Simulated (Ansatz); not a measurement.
**MgSi (P4/mmm), two-dimensional strain map**

Method: Ansatz, DFT r2SCAN, scalar-relativistic, plane waves, PAW. The runs took a 500 eV cutoff, a Γ-centred 16×16×12 mesh and Gaussian smearing (0.15 eV). No spin polarisation. Energies are free energies at this smearing, counted from the undisturbed cell; pressure is positive in compression.

The starting cell (as given, not relaxed at this level; it stands at -1.3 GPa, and it needn't be the usual structure):

```yaml
crystal:
  lattice:
    - [2.90839, 0.00000, 0.00000]
    - [0.00000, 2.90839, 0.00000]
    - [0.00000, 0.00000, 4.10343]
  atoms:
    - { symbol: Mg, position: [0.00000, 0.00000, 0.00000] }
    - { symbol: Si, position: [0.50000, 0.50000, 0.50000] }
```

The cell is strained by p along both x and y and by q along z, fractional coordinates fixed. Points are written (p, q).

Energy above the undisturbed cell in meV/atom (a dash: not computed):

```csv
p \ q,-0.030,-0.015,0.000,0.015,0.030
-0.030,17.5,?,?,10.4,14.9
0.000,-5.8,–,0.0,–,14.7
0.030,-3.2,–,11.4,–,37.1
```

(1) Fill in the withheld energies.

Results:

(1) (-0.030, -0.015): 12.1; (-0.030, 0.000): 9.6.